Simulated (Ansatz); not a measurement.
The start is a generated trial cell of NbAs in the AFLOW prototype AB_tI8_141_a_b ("40", as in NbP). Cell shape, volume and atoms are optimised at zero target pressure with PBEsol (plane waves to 420 eV, PAW, scalar-relativistic; Ansatz, a quantum-chemistry and plane-wave program). The first steps use a coarse 9×9×9 k-mesh.

Initial structure:
```
NbAs
1.0
   -1.76332     1.76332     6.03505
    1.76332    -1.76332     6.03505
    1.76332     1.76332    -6.03505
Nb As
2 2
Direct
  0.75000   0.25000   0.50000
  0.00000   0.00000   0.00000
  0.50000   0.50000   0.00000
  0.25000   0.75000   0.50000
```

```yaml
energy_released: 0.20 eV/atom
volume_change: -9.1 %, from 18.76 to 17.05 Å³/atom
Shortest distances (start → end): "The closest pairs of elements (up to four, under 3.6 Å), start → end: As–Nb 2.49 → 2.57 Å; As–As 3.49 → 3.16 Å; Nb–Nb 3.49 → 3.16 Å"
band_gap_at_the_end: zero (metallic)
optimiser_moves: 8
```

Final structure:

```cif
data_As4Nb4
_chemical_formula_sum 'Nb4 As4'
_space_group_name_H-M_alt 'I41/amd :1'
_space_group_IT_number 141
_space_group_name_Hall 'I 4bw 2bw -1bw'
_cell_length_a 3.63272
_cell_length_b 3.63272
_cell_length_c 10.33817
_cell_angle_alpha 90.000
_cell_angle_beta 90.000
_cell_angle_gamma 90.000
loop_
_atom_site_label
_atom_site_type_symbol
_atom_site_symmetry_multiplicity
_atom_site_Wyckoff_symbol
_atom_site_fract_x
_atom_site_fract_y
_atom_site_fract_z
_atom_site_occupancy
Nb1 Nb 4 a 0.00000 0.00000 0.00000 1
As1 As 4 b 0.00000 0.00000 0.50000 1
```
(The calculation used a cell of 4 atoms; values per cell refer to that cell.)

Final values are on a 18×18×18 k-mesh of the relaxed cell. No spin polarisation in the result.

The run could not lose the symmetry of its start: the end is stationary, and may be a saddle point rather than a minimum.

All atoms sit on sites fixed by symmetry, so only the cell could relax.

The relaxed structure here is a generated cell of NbAs: the first start was made by placing the elements on the sites of a structure type, and the end was not matched to a known phase here, so it may be hypothetical.
